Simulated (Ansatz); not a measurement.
Given:

ScMo$_{3}$C (anti-perovskite, Pm-3m), a = 4.1867 Å, b = 4.1867 Å, c = 4.1867 Å, α = 90.00°, β = 90.00°, γ = 90.00°.

This is the PBEsol-relaxed structure.

All from the program Ansatz at the PBEsol level (PAW), unless another level is named. Predict the electronic character.

metallic (no gap).

Next, the density of states at the Fermi level?

0.78 states/eV per atom (mean over ±0.08 eV).

Next, the formation energy from the elements (no fitted shifts)?

20 meV/atom.

What about the gap with spin–orbit coupling?

none (metallic).

The start of the workflow was typed in or built on a structure type; neither database checked (COD, Materials Project) lists it. Whether it is the stable phase at ambient conditions was not checked. The cell was relaxed with PBEsol under the symmetry of its start; whether a distortion lowers the energy is not shown. The run is not spin-polarised. The references are the lowest solids computed at this level, not always the standard phases. Spin–orbit coupling is left out wherever it is not named.

Potentials: the later of the program's two PAW sets.
